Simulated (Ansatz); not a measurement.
# PbSe from PBE to RPBE

```xyz
2
Lattice="0.0000 3.0768 3.0768 3.0768 0.0000 3.0768 3.0768 3.0768 0.0000" Properties=species:S:1:pos:R:3 pbc="T T T"
Pb    0.0000    0.0000    0.0000
Se    3.0768    3.0768    3.0768
```

First run. Computed with plane-wave PAW DFT (Ansatz 0.2.0): PBE, 420 eV cutoff, 7×7×7 Γ-centred mesh, fermi-dirac occupations of width 0.032 eV. Spin: none.

Second run. Method: RPBE in Ansatz 0.2.0, PAW datasets, plane waves to 420 eV, 7×7×7 Γ-centred mesh, cold occupations of width 0.181 eV. Spin: none. Both are single points on the same atoms.

Problem. How do the results differ?

Solution. The two runs give:

```csv
quantity,PBE,RPBE
gap over mesh and path (eV),0.34,0.42
pressure (GPa),1.5,3.3
formation energy (eV/atom),-0.562,-0.513
Bader charge of Pb (e),+0.88,+0.91
Bader charge of Se (e),-0.88,-0.91
```

The gap opens by 0.08 eV. At this fixed cell the pressure rises by 1.8 GPa, so the second level wants a larger volume than the first.

Origin of the cell: a database entry at a slightly scaled volume.

Caveats: first run, no spin-orbit coupling, which can shift this gap by tenths of an eV; first run, the mesh misses a band edge that the path finds; second run, no spin-orbit coupling, which can shift this gap by tenths of an eV; second run, the mesh misses a band edge that the path finds; second run, wide smearing; second run, forces of this functional can be a tenth off on these datasets; the cell is not relaxed; formation energies are at zero smearing against the elements' usual phases under the same functional, gases as free molecules; pressure is positive in compression.
